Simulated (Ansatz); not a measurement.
PtSe2, 1T layer, relaxed and computed with two functionals in Ansatz (plane waves, PAW).

| functional | a (Å) | thickness (Å) | gap (eV) | IP (eV) |
|---|---|---|---|---|
| LDA | 3.673 | 2.58 | 1.36 | 5.90 |
| PBE | … | … | … | … |

**Question.** Some entries are withheld; supply them.

**Answer.** 
- PBE, a (Å): 3.748
- PBE, thickness (Å): 2.62
- PBE, gap (eV): 1.38
- PBE, IP (eV): 5.73

All cells were relaxed under the symmetry of their starts (and spin orders); stability against distortions was not tested throughout. Rows with no word on spin ran without spin polarisation. Scalar-relativistic: spin–orbit coupling is off unless named, which matters more the heavier the elements.

Potentials: the later of the program's two PAW sets.

Ansatz (a first-principles code) is a plane-wave DFT program.
